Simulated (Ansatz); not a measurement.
**What internal relaxation does to the elastic constants of KLi**

The calculation used DFT PBEsol, scalar-relativistic, plane waves, PAW (Ansatz). Cutoff 420 eV, 12×12×8 k-points (Γ-centred), Fermi-Dirac smearing of 0.15 eV. No spin polarisation.

Equilibrium structure at this level:
```
CELL_PARAMETERS angstrom
4.04570 0.00000 0.00000
-2.02285 3.50367 0.00000
0.00000 0.00000 6.22993
ATOMIC_POSITIONS crystal
K 0.33333 0.66667 0.50000
Li 0.00000 0.00000 0.00000
```

The cell was built by swapping an element in a database structure (itself possibly hypothetical) and relaxing; it need not be the stable form of this composition. In a metal, frequencies and elastic constants depend on the k mesh and the smearing, soft modes and shear constants most.

Clamped-ion constants (GPa, Voigt order; atoms follow the strain homogeneously):
```
 9.8  3.9  2.7  0.0  0.0  0.0
 3.9  9.8  2.7  0.0  0.0  0.0
 2.7  2.7 12.3  0.0  0.0  0.0
 0.0  0.0  0.0  2.6  0.0  0.0
 0.0  0.0  0.0  0.0  2.6  0.0
 0.0  0.0  0.0  0.0  0.0  3.0
```

Question: What are the constants once the atoms relax in each strained cell?

Answer:
C11 = 7.3, C12 = 6.4, C13 = 2.7, C22 = 7.3, C23 = 2.7, C33 = 12.3, C44 = 2.6, C55 = 2.6, C66 = 0.5 GPa; the others vanish.
The Voigt shear modulus goes from 3.1 to 2.1 GPa and the Voigt bulk modulus doesn't change. Relaxation subtracts ΛᵀK⁻¹Λ/V, with Λ the forces that a strain puts on the atoms and K the zone-centre force constants. At a stable cell this can only lower the diagonal constants, and it acts only for strains that share their symmetry with an optical mode; elsewhere, and where the coupling is weak, the constants hardly move.